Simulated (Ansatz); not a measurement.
HfIn4SiO6 and the effect of the pressure

The cell as given:

```
Hf In Si O
1.0
     2.71585   -4.70357    0.00833
     2.71585    4.70357    0.00833
    -1.87915    0.00000    7.40127
Hf In Si O
1 4 1 6
Cartesian
  2.7159 -2.7125 0.0083
  1.7763 -1.1453 3.7090
  2.7159 0.4231 0.0083
  1.7763 2.0313 3.7090
  1.7763 -4.3098 3.7090
  2.7159 3.5589 0.0083
  -1.1497 0.2444 6.4159
  4.7022 0.2444 1.0021
  1.9910 -1.2091 6.4253
  1.5616 -1.2091 0.9927
  1.8741 2.2355 0.9933
  1.6785 2.2355 6.4246
```

The cell comes from a database or a generator and needn't be the stable form of this composition.

Kept alike: task relaxation of cell and atoms; functional PBE; k mesh 4 × 4 × 3; occupations fermi-dirac, width 0.05 eV; no spin polarisation. Program: Ansatz, Ansatz PAW, cutoff 420 eV. The mesh is that of the run's cell of 12 atoms. No spin-orbit coupling.

| run | volume (Å³/atom) | first edge of the run's cell (Å) | third edge of the run's cell (Å) |
| --- | --- | --- | --- |
| A | 14.846 | 5.362 | 7.386 |
| B | 14.226 | 5.309 | 7.227 |
| C | 15.317 | 5.397 | 7.515 |

For a metal such a mesh leaves the last digits unconverged. Runs of this series that gave no sound value for these columns are left out. The runs follow the start's structure, whether or not it is the stable one at these pressures. Ansatz's relaxations hold a Pulay term in the stress (up to 0.5 GPa here). P is the pressure aimed at, which the runs meet within some hundredths to tenths of a GPa.

Question: The runs differ in the pressure alone: 2; 5; 10 GPa. Which run is which?

Answer: Run A is 5 GPa; run B is 10 GPa; run C is 2 GPa. The volume falls from 15.317 to 14.226 Å³/atom between 2 and 10 GPa. The first edge of the run's cell falls from 5.397 to 5.309 Å between 2 and 10 GPa. The third edge of the run's cell falls from 7.515 to 7.227 Å between 2 and 10 GPa.
